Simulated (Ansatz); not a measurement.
This AlO4 structure is the end of a relaxation. The cell was found from a structure generator's guess, not taken from experiment.

Theory: Ansatz, DFT PBE, scalar-relativistic, plane waves, PAW. Cutoff 420 eV, Γ-centred mesh, Gaussian smearing, collinear spin.

```cif
data_structure
_symmetry_space_group_name_H-M 'P 1'
_symmetry_Int_Tables_number 1
_cell_length_a 5.6173
_cell_length_b 5.6173
_cell_length_c 5.6173
_cell_angle_alpha 93.670
_cell_angle_beta 93.670
_cell_angle_gamma 150.690
_cell_volume 83.95
loop_
_atom_site_label
_atom_site_type_symbol
_atom_site_fract_x
_atom_site_fract_y
_atom_site_fract_z
_atom_site_occupancy
Al1 Al 0.00000 0.00000 0.00000 1
O1 O 0.32007 0.50000 0.82007 1
O2 O 0.67993 0.50000 0.17993 1
O3 O 0.50000 0.67993 0.17993 1
O4 O 0.50000 0.32007 0.82007 1
```

Formation energies are uncorrected and refer to the elements' standard structures at the same level (O₂ as a molecule).

**Question.** What space group does it have?

**Answer.** I4/mmm (No. 139). Conventional cell: a = 7.686 Å, c = 2.842 Å. Al has 8 O at 1.98 Å; O is surrounded by 2 O at 1.96 Å and 2 Al at 1.98 Å.

**Question.** What is its formation energy per atom?

**Answer.** −0.187 eV/atom.

**Question.** Is it a metal?

**Answer.** No, the gap on the 14×14×14 mesh is 0.08 eV.

**Question.** Which magnetic moments does it keep?

**Answer.** 0.60 μB per atom net, the space between the atoms included; by site: O 0.7 (×4) μB.

The last run used collinear spin, a 14×14×14 mesh for its 5-atom cell and Gaussian smearing of 0.01 eV. No dispersion correction is applied, so the spacing and binding between layers, chains or molecules are poorly described. Kohn–Sham gaps at this level usually fall short of measured ones. The magnetic state reached may not be the lowest. Small gaps are read on the mesh alone, and bands can cross between its points. A structure relaxed within its symmetry needn't be a true minimum. Another cell of AlO4 relaxed alike, in Pm-3m, lies 153 meV/atom lower, so this cell isn't the stable form at this level.
